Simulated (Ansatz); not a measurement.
This cell of SnO (litharge type, space group P4/nmm) is off equilibrium:

```xyz
4
Lattice="3.8636 0.0000 0.0000 0.0000 3.8636 0.0000 0.0000 0.0000 4.5998" Properties=species:S:1:pos:R:3 pbc="T T T"
Sn     1.9318     0.0000     1.1198
Sn     0.0000     1.9318     3.4800
O      0.0000     0.0000     0.0000
O      1.9318     1.9318     0.0000
```

Calculation: PBE-D3(BJ) (plane waves to 420 eV, PAW, scalar-relativistic; Ansatz, a first-principles code). k mesh 12×12×10 (Γ-centred), Fermi-Dirac smearing 0.05 eV. E stands for the smeared free energy. Stress and pressure are positive under compression. As the atoms are clamped, bonds stretch with the cell, which overstates energies and stresses. With partly filled bands, the response to shear is sensitive to the k mesh, so small differences along c/a are uncertain. At this level the bands of SnO touch or barely overlap; measurements give the solid a gap. SnO was relaxed with its symmetry unable to fall.

Problem. Give the stress tensor in GPa and the pressure.

Solution. 
```
    0.5      0.0      0.0
    0.0      0.5      0.0
    0.0      0.0      3.0
```
The pressure, a third of the trace, is 1.3 GPa.

Problem. It is the relaxed cell deformed to V/V₀ = 0.980, (c/a)/(c/a)₀ = 0.960, c along z, fractional positions held. What is its energy relative to the relaxed cell?

Solution. 5 meV/atom.

(A scan under strain: stresses follow from slopes of the energy per volume, elastic moduli from its curvatures.)
